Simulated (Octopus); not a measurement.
## CaS (Fm-3m, No. 225): conduction levels under hydrostatic strain

CaS (Fm-3m, No. 225), cubic lattice constant 5.705 Å. The cell is a database entry, not relaxed again.

Computed with Octopus (real-space grid): LDA, grid spacing about 0.17 Å, Γ-centred 6×6×6 k-mesh, Fermi-Dirac smearing of 0.01 eV, no spin polarisation, PseudoDojo 0.4 LDA potentials. The cell is scaled uniformly. Energies of the lowest empty band count from each cell's highest valence level among the special points, at Γ; they are Kohn-Sham values at fixed points of the zone. The level at Γ is left out: two levels cross there within the series.

```json
[
 {"a (Å)": "5.448", "ln(V/V₀)": "-0.1381", "X (eV)": "1.782", "L (eV)": "5.268"},
 {"a (Å)": "5.505", "ln(V/V₀)": "-0.1069", "X (eV)": "?", "L (eV)": "?"},
 {"a (Å)": "5.562", "ln(V/V₀)": "-0.0760", "X (eV)": "1.970", "L (eV)": "5.154"},
 {"a (Å)": "5.619", "ln(V/V₀)": "-0.0453", "X (eV)": "2.052", "L (eV)": "5.094"},
 {"a (Å)": "5.676", "ln(V/V₀)": "-0.0150", "X (eV)": "2.126", "L (eV)": "5.034"},
 {"a (Å)": "5.705", "ln(V/V₀)": "0.0000", "X (eV)": "2.160", "L (eV)": "5.003"},
 {"a (Å)": "5.762", "ln(V/V₀)": "0.0299", "X (eV)": "2.224", "L (eV)": "4.940"}
]
```

V₀ is the volume of the database cell.

Q: Fit each column by a quadratic in ln V through the rows shown. Give the volume deformation potentials dE/d ln V at the withheld row, and predict that row.

A: Fits: X: 2.161 +2.24 x −3.6 x²; L: 5.003 −2.07 x −1.1 x², with x = ln(V/V₀). At x = -0.1069 the slopes are +3.0 eV (X), −1.8 eV (L). Predicted against computed: 1.880 against 1.880 eV, 5.211 against 5.211 eV.

The lowest of these levels is that at X in all rows.
